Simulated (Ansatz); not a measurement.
**Profile along the Zr–O line in ZrO2 (fluorite)**

ZrO$_{2}$ (fluorite)

```xyz
3
Lattice="0.0000 2.5321 2.5321 2.5321 0.0000 2.5321 2.5321 2.5321 0.0000" Properties=species:S:1:pos:R:3 pbc="T T T"
Zr     0.0000     0.0000     0.0000
O      1.2661     1.2661     1.2661
O      3.7982     3.7982     3.7982
```

Fields along a shortest Zr–O line of a {110} plane (2.19 Å), from Zr to O, interpolated on the slice's grid (step about 0.2 Å). All values below come from PBEsol (plane waves to 420 eV, PAW, scalar-relativistic; Ansatz, an electronic-structure program). k mesh 11×11×11. Near the nuclei the fields are pseudised (PAW); where an atom keeps semicore shells as valence, they peak there. The PAW data are Ansatz's earlier set. This is a high-temperature form of ZrO2. ZrO2 is run without spin polarisation. ZrO2 was relaxed with its symmetry unable to fall.

```
distance from Zr (Å)  valence electron density (e/Å³)  electron localisation function
--------------------  -------------------------------  ------------------------------
0.00                                             3.46                               x
0.11                                             3.67                               x
0.22                                             4.07                               x
0.33                                             4.27                               x
0.44                                             4.09                            0.71
0.55                                             3.44                            0.80
0.66                                             2.56                            0.80
0.77                                             1.71                            0.71
0.88                                             1.07                            0.50
0.99                                             0.70                            0.28
1.09                                             0.55                            0.20
1.20                                             0.56                            0.31
1.31                                             0.71                            0.55
1.42                                             1.02                            0.75
1.53                                             1.57                            0.83
1.64                                             2.50                            0.82
1.75                                             3.89                            0.77
1.86                                             5.58                               x
1.97                                             7.18                               x
2.08                                             8.32                               x
2.19                                             8.34                               x
```

x: too close to a nucleus for the ELF to mean much.

Density on the Zr–O line (2.19 Å) at its density minimum, 1.1 Å from Zr: 0.54 e/Å³. ELF at that point: 0.2.
